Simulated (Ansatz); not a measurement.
Data:

KAu5:
```cif
data_Au5K
_chemical_formula_sum 'Au5 K1'
_space_group_name_H-M_alt 'P6/mmm'
_space_group_IT_number 191
_space_group_name_Hall '-P 6 2'
_cell_length_a 5.67096
_cell_length_b 5.67096
_cell_length_c 4.47785
_cell_angle_alpha 90.000
_cell_angle_beta 90.000
_cell_angle_gamma 120.000
loop_
_atom_site_label
_atom_site_type_symbol
_atom_site_symmetry_multiplicity
_atom_site_Wyckoff_symbol
_atom_site_fract_x
_atom_site_fract_y
_atom_site_fract_z
_atom_site_occupancy
Au1 Au 3 g 0.50000 0.50000 0.50000 1
Au2 Au 2 c 0.33333 0.66667 0.00000 1
K1 K 1 a 0.00000 0.00000 0.00000 1
```

This is the PBEsol-relaxed structure.

Problem. All from the program Ansatz at the PBEsol level (PAW), unless another level is named. Give the formation energy from the elements (no fitted shifts).

Solution. -0.18 eV/atom.

Problem. Give the density of states at the Fermi level.

Solution. 0.22 states/eV per atom (mean over ±0.08 eV).

The workflow started from an entry of the Crystallography Open Database (COD). Whether it is the stable phase at ambient conditions was not checked. The PBEsol relaxation kept the symmetry of its start; its stability against distortions is not shown here. The references are the lowest solids computed at this level, not always the standard phases. Scalar-relativistic: spin–orbit coupling is off unless named, which matters more the heavier the elements.

Potentials: the later of the program's two PAW sets.
